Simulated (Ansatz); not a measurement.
Input, command and steps of an Ansatz relaxation.

```yaml
crystal:
  lattice:
    - [0.0, 4.0532439808, 4.0532439808]
    - [4.0532439808, 0.0, 4.0532439808]
    - [4.0532439808, 4.0532439808, 0.0]
  atoms:
    - { symbol: In, position: [0.625, 0.625, 0.625] }
    - { symbol: In, position: [0.125, 0.625, 0.625] }
    - { symbol: In, position: [0.625, 0.625, 0.125] }
    - { symbol: In, position: [0.625, 0.125, 0.625] }
    - { symbol: Ga, position: [0.0, 0.0, 0.0] }
    - { symbol: Ga, position: [0.25, 0.25, 0.25] }
basis:
  ecutwfc: 420
kpoints:
  mp_grid: { grid: [4, 4, 4] }
hamiltonian:
  xc: pbe
scf:
  occupations: { method: gaussian, width: 0.1 }
  lower_state_search: "off"
output:
  forces: true
  stress: true
  eigenvalues: true
relax:
  adjacent_minimum: "off"
  f_tol: 0.04
  max_steps: 70
  cell: { stress_tol: 0.4 }
```

```bash
ansatz run input.yaml --threads 1 --pin off --max-ram 2560MiB --backend cpu --events-out ev --progress --plain --runs-dir out
```

The calculation used DFT PBE, scalar-relativistic, plane waves, PAW in Ansatz.

Of 5 frames 5 are shown, positions in Å and forces in eV/Å; the SCF threshold varies from step to step. Steps run on the plane waves of an earlier cell, with a Pulay correction in the pressure. The basis is chosen afresh for the last frame, the zero of the energies, and at times for earlier ones too; energy and pressure step there, also at an unchanged geometry.

```xyz
6
Lattice="0.0000 4.0532 4.0532 4.0532 0.0000 4.0532 4.0532 4.0532 0.0000" Properties=species:S:1:pos:R:3:forces:R:3 pbc="T T T" step=1 free_energy_over_end_meV_per_atom=148.19 pressure_GPa=11.57
In    5.0666    5.0666    5.0666    0.0000    0.0000    0.0000
In    5.0666    3.0399    3.0399    0.0000    0.0000    0.0000
In    3.0399    3.0399    5.0666    0.0000    0.0000    0.0000
In    3.0399    5.0666    3.0399    0.0000    0.0000    0.0000
Ga    0.0000    0.0000    0.0000    0.0000    0.0000    0.0000
Ga    2.0266    2.0266    2.0266    0.0000    0.0000    0.0000
6
Lattice="0.0000 4.2508 4.2508 4.2508 0.0000 4.2508 4.2508 4.2508 0.0000" Properties=species:S:1:pos:R:3:forces:R:3 pbc="T T T" step=2 free_energy_over_end_meV_per_atom=12.05 pressure_GPa=2.43
In    5.3136    5.3136    5.3136    0.0000    0.0000    0.0000
In    5.3136    3.1881    3.1881    0.0000    0.0000    0.0000
In    3.1881    3.1881    5.3136    0.0000    0.0000    0.0000
In    3.1881    5.3136    3.1881    0.0000    0.0000    0.0000
Ga    0.0000    0.0000    0.0000    0.0000    0.0000    0.0000
Ga    2.1254    2.1254    2.1254    0.0000    0.0000    0.0000
6
Lattice="0.0000 4.3102 4.3102 4.3102 0.0000 4.3102 4.3102 4.3102 0.0000" Properties=species:S:1:pos:R:3:forces:R:3 pbc="T T T" step=3 free_energy_over_end_meV_per_atom=2.05 pressure_GPa=0.68
In    5.3877    5.3877    5.3877    0.0000    0.0000    0.0000
In    5.3877    3.2326    3.2326    0.0000    0.0000    0.0000
In    3.2326    3.2326    5.3877    0.0000    0.0000    0.0000
In    3.2326    5.3877    3.2326    0.0000    0.0000    0.0000
Ga    0.0000    0.0000    0.0000    0.0000    0.0000    0.0000
Ga    2.1551    2.1551    2.1551    0.0000    0.0000    0.0000
6
Lattice="0.0000 4.3377 4.3377 4.3377 0.0000 4.3377 4.3377 4.3377 0.0000" Properties=species:S:1:pos:R:3:forces:R:3 pbc="T T T" step=4 free_energy_over_end_meV_per_atom=1.15 pressure_GPa=-0.02
In    5.4221    5.4221    5.4221    0.0000    0.0000    0.0000
In    5.4221    3.2533    3.2533    0.0000    0.0000    0.0000
In    3.2533    3.2533    5.4221    0.0000    0.0000    0.0000
In    3.2533    5.4221    3.2533    0.0000    0.0000    0.0000
Ga    0.0000    0.0000    0.0000    0.0000    0.0000    0.0000
Ga    2.1688    2.1688    2.1688    0.0000    0.0000    0.0000
6
Lattice="0.0000 4.3377 4.3377 4.3377 0.0000 4.3377 4.3377 4.3377 0.0000" Properties=species:S:1:pos:R:3:forces:R:3 pbc="T T T" step=5 free_energy_over_end_meV_per_atom=0.00 pressure_GPa=0.01
In    5.4221    5.4221    5.4221    0.0000    0.0000    0.0000
In    5.4221    3.2533    3.2533    0.0000    0.0000    0.0000
In    3.2533    3.2533    5.4221    0.0000    0.0000    0.0000
In    3.2533    5.4221    3.2533    0.0000    0.0000    0.0000
Ga    0.0000    0.0000    0.0000    0.0000    0.0000    0.0000
Ga    2.1688    2.1688    2.1688    0.0000    0.0000    0.0000
```

The start puts this composition into another compound's structure type, which needn't suit it. At the end the space group is Fd-3m (tolerance 0.05 Å).

The run took 17 s on 1 thread of Arm Neoverse V2 (shared host), peak memory 0.44 GiB.

The k mesh is coarse.